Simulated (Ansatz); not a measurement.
SrTiO3:
```yaml
crystal:
  lattice:
    - [-2.74375, 2.74375, 3.90406]
    - [2.74375, -2.74375, 3.90406]
    - [2.74375, 2.74375, -3.90406]
  atoms:
    - { symbol: Sr, position: [0.75000, 0.25000, 0.50000] }
    - { symbol: Sr, position: [0.25000, 0.75000, 0.50000] }
    - { symbol: Ti, position: [0.00000, 0.00000, 0.00000] }
    - { symbol: Ti, position: [0.50000, 0.50000, 0.00000] }
    - { symbol: O, position: [0.77452, 0.27452, 0.04904] }
    - { symbol: O, position: [0.22548, 0.72548, 0.95096] }
    - { symbol: O, position: [0.27452, 0.22548, 0.50000] }
    - { symbol: O, position: [0.72548, 0.77452, 0.50000] }
    - { symbol: O, position: [0.75000, 0.75000, 0.00000] }
    - { symbol: O, position: [0.25000, 0.25000, 0.00000] }
```

x, y and z are the axes in which the lattice vectors are written.

### Question
Give the high-frequency dielectric tensor and the Born effective charge tensors of the independent atoms from DFPT, DFT-PBEsol in the program Ansatz with PAW potentials.

### Answer

ε∞:
```
6.31  0.00  0.00
0.00  6.31  0.00
0.00  0.00  6.35
```
Z* of atom 1 (Sr), rows: field, columns: displacement, in e:
```
2.52  0.00  0.00
0.00  2.52  0.00
0.00  0.00  2.58
```
Z* of atom 3 (Ti), rows: field, columns: displacement, in e:
```
 7.27   0.34   0.00
-0.34   7.27   0.00
 0.00   0.00   7.28
```
Z* of atom 5 (O), rows: field, columns: displacement, in e:
```
-3.88   1.87   0.00
 1.87  -3.88   0.00
 0.00   0.00  -2.05
```
Z* of atom 9 (O), rows: field, columns: displacement, in e:
```
-2.02   0.00   0.00
 0.00  -2.02   0.00
 0.00   0.00  -5.75
```

Space group I4/mcm. The workflow started from a Materials Project entry (that database holds measured and hypothetical structures alike); the Crystallography Open Database files this formula in space group No. 140, but the cells were not matched. It is not the phase usual at ambient conditions (space group No. 221). The PBEsol relaxation kept the symmetry of its start. At this level the phase is dynamically unstable (imaginary phonons). No spin polarisation was allowed. Scalar-relativistic: spin–orbit coupling is off unless named, which matters more the heavier the elements.

Potentials: the later of the program's two PAW sets.
